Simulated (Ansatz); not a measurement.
This run works on a generated trial structure, not on a known crystal.

Input and command of a plane-wave DFT calculation in Ansatz:

```yaml
crystal:
  lattice:
    - [9.0197599058, 0.0, 0.0]
    - [-4.5098799529, 7.8113412145, 0.0]
    - [0.0, 0.0, 3.0096834193]
  atoms:
    - { symbol: Zn, position: [0.0, 0.0, 0.5] }
    - { symbol: Cd, position: [0.3333333333, 0.6666666667, 0.5] }
    - { symbol: Cd, position: [0.6666666667, 0.3333333333, 0.5] }
    - { symbol: Se, position: [0.5, 0.0, 0.5] }
    - { symbol: Se, position: [0.0, 0.5, 0.5] }
    - { symbol: Se, position: [0.5, 0.5, 0.5] }
basis:
  ecutwfc: 420
kpoints:
  mp_grid: { grid: [3, 3, 6] }
hamiltonian:
  xc: pbe
scf:
  occupations: { method: gaussian, width: 0.1 }
  lower_state_search: "off"
output:
  forces: true
  stress: true
  eigenvalues: true
relax:
  adjacent_minimum: "off"
  f_tol: 0.04
  max_steps: 70
  cell: { stress_tol: 0.4 }
```

```bash
ansatz run input.yaml --threads 1 --pin off --max-ram 2560MiB --backend cpu --events-out ev --progress --plain --runs-dir out
```

Processor: Intel(R) Xeon(R) Processor @ 2.50GHz (Skylake/Cascade Lake), 1 thread, on a host shared with other jobs.

**Question.** Estimate time, memory and problem size.

**Answer.** About 3.1 min, peak memory 0.58 GiB. It solves 60 bands at 12 k points (after reduction by symmetry) with about 4251 plane waves (on the last cell), in 72 SCF iterations over 8 ionic steps.
